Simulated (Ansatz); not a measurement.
MoP:
```cif
data_MoP
_chemical_formula_sum 'Mo1 P1'
_space_group_name_H-M_alt 'P 1'
_space_group_IT_number 1
_cell_length_a 3.19145
_cell_length_b 3.19145
_cell_length_c 3.15680
_cell_angle_alpha 90.000
_cell_angle_beta 90.000
_cell_angle_gamma 120.000
loop_
_space_group_symop_operation_xyz
  'x, y, z'
loop_
_atom_site_label
_atom_site_type_symbol
_atom_site_fract_x
_atom_site_fract_y
_atom_site_fract_z
_atom_site_occupancy
Mo1 Mo 0.00000 0.00000 0.00000 1
P1 P 0.33333 0.66667 0.50000 1
```

Relaxed with LDA.

Question: Which orbitals make up the states near the Fermi level in LDA (plane waves, PAW; program Ansatz)?

Answer: Within 0.5 eV of the Fermi level: Mo 4d 85 %, P 3p 10 %. Projections are on Löwdin-orthogonalised atomic valence shells; empty p or d shells of many metals are not among them.

Question: Tabulate the density of states.

Answer: States/eV per cell of 2 atoms, in 0.25 eV bins, energy from the Fermi level.

```csv
E (eV),total,Mo 4d,P 3p,P 3s
-7.85,0.03,0.00,0.01,0.00
-7.60,0.06,0.01,0.03,0.00
-7.35,0.20,0.04,0.12,0.01
-7.10,0.59,0.16,0.35,0.02
-6.85,1.07,0.35,0.59,0.03
-6.60,1.65,0.60,0.89,0.04
-6.35,1.86,0.71,0.99,0.04
-6.10,0.85,0.35,0.43,0.03
-5.85,0.88,0.37,0.45,0.02
-5.60,0.81,0.34,0.41,0.02
-5.35,0.98,0.40,0.51,0.03
-5.10,1.13,0.46,0.59,0.03
-4.85,1.51,0.64,0.77,0.03
-4.60,1.41,0.70,0.62,0.02
-4.35,1.28,0.65,0.56,0.02
-4.10,1.69,0.81,0.79,0.02
-3.85,2.14,1.05,0.99,0.02
-3.60,2.25,1.20,0.94,0.03
-3.35,1.54,0.85,0.62,0.01
-3.10,1.42,0.89,0.49,0.01
-2.85,0.68,0.44,0.23,0.00
-2.60,0.28,0.18,0.09,0.00
-2.35,1.95,1.51,0.30,0.01
-2.10,2.20,1.72,0.31,0.02
-1.85,1.69,1.32,0.24,0.02
-1.60,1.36,1.04,0.21,0.01
-1.35,0.80,0.59,0.15,0.01
-1.10,0.41,0.35,0.04,0.00
-0.85,0.53,0.48,0.03,0.00
-0.60,0.90,0.80,0.06,0.01
-0.35,1.09,0.97,0.08,0.01
-0.10,0.85,0.73,0.08,0.01
0.15,0.66,0.54,0.08,0.01
0.40,0.55,0.43,0.09,0.01
0.65,0.65,0.49,0.11,0.02
0.90,0.80,0.58,0.14,0.03
1.15,1.04,0.75,0.18,0.05
1.40,1.90,1.36,0.29,0.12
1.65,2.65,1.97,0.39,0.14
1.90,2.71,1.94,0.47,0.13
2.15,1.23,0.77,0.30,0.07
2.40,1.00,0.66,0.20,0.06
2.65,0.91,0.48,0.25,0.09
2.90,1.20,0.59,0.36,0.14
3.15,1.42,0.70,0.36,0.23
3.40,1.74,0.83,0.44,0.29
3.65,1.51,0.66,0.47,0.18
3.90,1.08,0.44,0.42,0.07
4.15,0.88,0.33,0.40,0.03
4.40,0.97,0.36,0.44,0.02
4.65,1.23,0.45,0.55,0.02
```

Space group P-6m2. The LDA relaxation kept the symmetry of its start; of distortions, only those at the zone centre were tested. No spin polarisation was allowed. Scalar-relativistic: spin–orbit coupling is off unless named, which matters more the heavier the elements.

Potentials: the earlier of the program's two PAW sets.
